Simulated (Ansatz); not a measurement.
Relaxed HfO$_{2}$ (tetragonal-ZrO2 type, space group P4_2/nmc):

```xyz
6
Lattice="3.5675 0.0000 0.0000 0.0000 3.5675 0.0000 0.0000 0.0000 5.1667" Properties=species:S:1:pos:R:3 pbc="T T T"
Hf     0.0000     0.0000     0.0000
Hf     1.7838     1.7838     2.5833
O      0.0000     1.7838     1.0339
O      0.0000     1.7838     3.6172
O      1.7838     0.0000     1.5495
O      1.7838     0.0000     4.1328
```

These are PBEsol (plane waves to 420 eV, PAW, scalar-relativistic; Ansatz, a program for electronic structure) values and carry that method's errors. k mesh 8×8×5 (Γ-centred), Fermi-Dirac smearing 0.05 eV. HfO2 is run without spin polarisation. HfO2 was relaxed with its symmetry unable to fall. Spin-orbit coupling is left out, though Hf is heavy. The PAW data are Ansatz's earlier set. This is a high-temperature form of HfO2.

One atom of the cell was then moved (with its periodic images), all else fixed, and the forces (eV/Å) came out as:

```csv
atom,Fx,Fy,Fz
Hf1,2.747,-0.060,1.363
Hf2,0.088,-0.424,-0.596
O3,0.083,0.070,0.092
O4,2.081,1.710,-0.192
O5,0.230,0.241,0.127
O6,-5.228,-1.537,-0.794
```

Question: Which atom was moved, and by which vector (Å)?

Answer: O6, by (0.26, 0.26, 0.00), 0.37 Å in all.

(For displaced atoms, the force is minus the slope of the energy, and its curvature is a force constant, which sets phonon frequencies.)
